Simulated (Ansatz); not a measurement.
Problem. Each is relaxed and computed with the program Ansatz at the PBE level (PAW). Which is the only metal?
(A) HfO2, P6_3/mmc (Hf on 2c, O on 4f)
(B) HfSi2, fluorite
(C) HfSiO4, I4_1/amd (Hf on 4a, Si on 4b, O on 16h)
(D) HfS2, CdI2 type

Solution. B, HfSi2, fluorite. HfSi2: metal; HfO2: gap 1.78 eV (indirect); HfSiO4: gap 5.31 eV (indirect); HfS2: gap 1.25 eV (indirect). Constructed cells (a structure type filled with these elements, in neither database checked): HfSi2, fluorite; HfO2, P6_3/mmc (Hf on 2c, O on 4f). Not the usual ambient phase: HfO2, P6_3/mmc (Hf on 2c, O on 4f). Relaxed far from the usual cell of the phase: HfS2, CdI2 type. Weakly bound layers, chains or molecules computed without a dispersion correction, so cells and soft constants are ill determined: HfO2, P6_3/mmc (Hf on 2c, O on 4f); HfS2, CdI2 type. All cells were relaxed under the symmetry of their starts (and spin orders); stability against distortions was not tested throughout. Rows with no word on spin ran without spin polarisation. Spin–orbit coupling is left out wherever it is not named.

Potentials: the later of the program's two PAW sets.
